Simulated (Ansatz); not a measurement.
**BP with a P vacancy: gradients before and after relaxing the atoms**

Start: a supercell of BP (zinc blende type, F-43m) built from a COD entry, with all atoms left at the host's positions.

Space group F-43m (No. 216); a = 13.6140 Å.

| site | Wyckoff | site symmetry | x | y | z |
| --- | --- | --- | --- | --- | --- |
| B1 | 16e | .3m | 0.4167 | 0.0833 | 0.4167 |
| B3 | 24g | 2.mm | 0.7500 | 0.0833 | 0.7500 |
| B5 | 48h | ..m | 0.7500 | 0.9167 | 0.5833 |
| B14 | 4d | -43m | 0.7500 | 0.7500 | 0.7500 |
| B18 | 16e | .3m | 0.0833 | 0.5833 | 0.9167 |
| P28 | 48h | ..m | 0.6667 | 0.0000 | 0.6667 |
| P31 | 16e | .3m | 0.8333 | 0.8333 | 0.6667 |
| P35 | 16e | .3m | 0.1667 | 0.6667 | 0.8333 |
| P41 | 24f | 2.mm | 0.0000 | 0.6667 | 0.0000 |

One atom of each set is listed; the run and its k-mesh use a cell of 53 atoms with edges of 9.63, 9.63, 9.63 Å.

Level of theory: DFT, PBE, plane waves and PAW, scalar-relativistic, 420 eV cutoff, Γ-centred 3×3×3 k-points, Fermi–Dirac smearing 0.01 eV, cell charge +3 (Ansatz 0.2.0).

The largest force at the start is 1.0 eV/Å. Relaxing the ions at fixed cell moves them by 0.307 Å at most (atom 2, B) and 0.086 Å rms.

```json
{"site": "B1", "moved (Å)": "0.307", "first shell before": "3 P at 1.97 Å", "first shell after": "3 P at 1.91 Å", "V_zz before (10²¹ V/m²)": "2.41", "η before": "0.00"}
{"site": "B3", "moved (Å)": "0.016", "first shell before": "4 P at 1.97 Å", "first shell after": "4 P at 1.96–1.99 Å", "V_zz before (10²¹ V/m²)": "0.20", "η before": "0.54"}
{"site": "B5", "moved (Å)": "0.014", "first shell before": "4 P at 1.97 Å", "first shell after": "4 P at 1.96 Å", "V_zz before (10²¹ V/m²)": "-0.037", "η before": "0.64"}
{"site": "B18", "moved (Å)": "0.003", "first shell before": "4 P at 1.97 Å", "first shell after": "4 P at 1.96 Å", "V_zz before (10²¹ V/m²)": "-0.016", "η before": "0.00"}
{"site": "P28", "moved (Å)": "0.028", "first shell before": "4 B at 1.97 Å", "first shell after": "4 B at 1.91–1.99 Å", "V_zz before (10²¹ V/m²)": "0.99", "η before": "0.11"}
{"site": "P31", "moved (Å)": "0.001", "first shell before": "4 B at 1.97 Å", "first shell after": "4 B at 1.96–1.97 Å", "V_zz before (10²¹ V/m²)": "0.23", "η before": "0.00"}
{"site": "P35", "moved (Å)": "0.006", "first shell before": "4 B at 1.97 Å", "first shell after": "4 B at 1.96 Å", "V_zz before (10²¹ V/m²)": "0.13", "η before": "0.00"}
{"site": "P41", "moved (Å)": "0.007", "first shell before": "4 B at 1.97 Å", "first shell after": "4 B at 1.96 Å", "V_zz before (10²¹ V/m²)": "0.10", "η before": "0.58"}
```

Q: How do the gradients change?

A: 

```
site  V_zz after  η after  change of V_zz
  B1        3.24     0.00           +0.83
  B3        0.41     0.56           +0.21
  B5       -0.11     0.96               –
 B18       0.033     0.00           +0.05
 P28        1.44     0.38           +0.45
 P31      -0.088     0.00           -0.31
 P35       0.079     0.00           -0.05
 P41       -0.19     0.62               –
```

The largest change of V_zz along a kept axis is on B1, from 2.41 to 3.24. In per cent, |V_zz| changes by +35 on B (all sites that start above 2). Where |V_zz| stays above 0.1 and the axes keep their order, η moves most on P28, from 0.11 to 0.38. V_zz changes sign on P31 (same axis). On P41, B5 the largest principal value lies along another axis in the second run, so the two V_zz can't be compared directly. Sites without a gradient aren't listed.

The run isn't spin-polarised, and a state with spin may lie lower. The defect repeats with the cell of 53 atoms, so it feels its images: sites between two images don't show the values beside a lone defect, and zeros or small values of η there can come from the images' arrangement. A uniform background compensates the cell's charge. The defect cell has no gap above 0.1 eV on its mesh, so the values can hang on the smearing and the k-mesh.
Before: The neighbours have not yet relaxed around the defect (largest force 1.0 eV/Å), so a real crystal will differ.
After: The relaxation keeps the symmetry of the vacancy's site, so distortions that break it, Jahn–Teller ones too, aren't explored.
